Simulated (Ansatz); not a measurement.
Relaxed-ion elastic tensor of SnAu (NiAs type, P6_3/mmc) in GPa (Voigt order), plane-wave PAW r²SCAN (Ansatz code); density 11.38 g/cm³, 23.03 Å³ per atom.

```
 109  77.3  59.4   0.0   0.0   0.0
77.3   109  59.4   0.0   0.0   0.0
59.4  59.4   157   0.0   0.0   0.0
 0.0   0.0   0.0  26.4   0.0   0.0
 0.0   0.0   0.0   0.0  26.4   0.0
 0.0   0.0   0.0   0.0   0.0  16.0
```

Problem. Is the crystal mechanically stable?

Solution. Yes: the smallest eigenvalue of C is 16.0 GPa.

Problem. Work out the Voigt, Reuss and Hill averages.

Solution. K_V = 85.3, K_R = 84.6, K_H = 85.0; G_V = 25.7, G_R = 22.3, G_H = 24.0 GPa.

Problem. Give Young's modulus, Poisson's ratio, Pugh's ratio and the universal anisotropy index.

Solution. E = 9KG/(3K + G) = 65.9 GPa; ν = 0.37; K/G = 3.54 (ductile by the Pugh limit of 1.75); A_U = 5G_V/G_R + K_V/K_R − 6 = 0.76.

Problem. Estimate the sound speeds and the Debye temperature.

Solution. v_l = √((K + 4G/3)/ρ) = 3210 m/s, v_t = √(G/ρ) = 1450 m/s, mean 1640 m/s; Θ = (h/k)(3n/4πV)^(1/3) v_m = 171 K.

Problem. How much does each axis shrink under pressure?

Solution. Linear compressibilities β_i = Σ_j S_ij (j = 1 to 3): x 4.4, y 4.4, z 3.1 per TPa.

The workflow started from a Materials Project entry (that database holds measured and hypothetical structures alike); the Crystallography Open Database files this formula in space group No. 194, but the cells were not matched. Whether it is the stable phase at ambient conditions was not checked. Symmetry was held in the r²SCAN relaxation; of distortions, only those at the zone centre were tested. As this level gives no gap, shear constants depend on the k-mesh and smearing (Fermi–Dirac, 0.1 eV here). Scalar-relativistic: spin–orbit coupling is off unless named, which matters more the heavier the elements.

Potentials: the later of the program's two PAW sets.
